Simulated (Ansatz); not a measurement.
ScCu under pressure

These are results of DFT LDA, scalar-relativistic, plane waves, PAW (Ansatz), not measurements. Settings: 420 eV plane-wave cutoff, Γ-centred 14×14×14 mesh, Fermi-Dirac smearing of 0.15 eV. No spin polarisation. Phonons by linear response, acoustic sum rule imposed.

Equilibrium structure at this level:
```cif
data_structure
_symmetry_space_group_name_H-M 'P 1'
_symmetry_Int_Tables_number 1
_cell_length_a 3.1682
_cell_length_b 3.1682
_cell_length_c 3.1682
_cell_angle_alpha 90.000
_cell_angle_beta 90.000
_cell_angle_gamma 90.000
_cell_volume 31.80
loop_
_atom_site_label
_atom_site_type_symbol
_atom_site_fract_x
_atom_site_fract_y
_atom_site_fract_z
_atom_site_occupancy
Sc1 Sc 0.50000 0.50000 0.50000 1
Cu1 Cu 0.00000 0.00000 0.00000 1
```

In a metal, frequencies and elastic constants depend on the k mesh and the smearing, soft modes and shear constants most.

Optical modes at Γ (cm⁻¹) at zero pressure: 198.

Question: Under hydrostatic pressure the same modes lie at 218 cm⁻¹. What is the pressure, and how much has the cell shrunk?

Answer: 6 GPa; the volume is 4.9 % smaller.